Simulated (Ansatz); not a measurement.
Nb3Ir:
```
Nb3Ir
1.0
    4.10172     0.00000     0.00000
    0.00000     4.10172     0.00000
    0.00000     0.00000     4.10172
Nb Ir
3 1
Direct
  0.00000   0.50000   0.50000
  0.50000   0.50000   0.00000
  0.50000   0.00000   0.50000
  0.00000   0.00000   0.00000
```

Relaxed with PBE. Special points in fractions of this cell's reciprocal vectors: Γ (0.000, 0.000, 0.000); X (0.000, 0.500, 0.000); M (0.500, 0.500, 0.000); R (0.500, 0.500, 0.500).

Question: List the band energies nearest the Fermi level at these points for PBE with spin–orbit coupling (plane waves, PAW; program Ansatz).

Answer: In eV from the Fermi level; about four levels below and three above (degenerate sets whole), none deeper than 8.9 eV; points with the same levels are listed once.

```json
[
 {"k": "Γ", "below": "-0.92 -0.92 -0.92 -0.92 -0.60 -0.60", "above": "1.40 1.40 1.40 1.40"},
 {"k": "X", "below": "-1.56 -1.56 -1.34 -1.34", "above": "0.68 0.68 0.87 0.87"},
 {"k": "M", "below": "-1.20 -1.20 -1.14 -1.14", "above": "1.27 1.27 1.35 1.35"},
 {"k": "R", "below": "-0.12 -0.12 -0.12 -0.12 -0.03 -0.03", "above": "0.57 0.57 1.21 1.21 1.21 1.21"}
]
```

Space group Pm-3m (Cu3Au type). A made-up cell: these elements were put on the sites of a structure type; neither database checked (COD, Materials Project) lists it. COD files the formula under space group No. 223. Whether it is the stable phase at ambient conditions was not checked. The PBE relaxation kept the symmetry of its start; whether a distortion lowers the energy is not shown. No spin polarisation was allowed.

Potentials: the earlier of the program's two PAW sets.
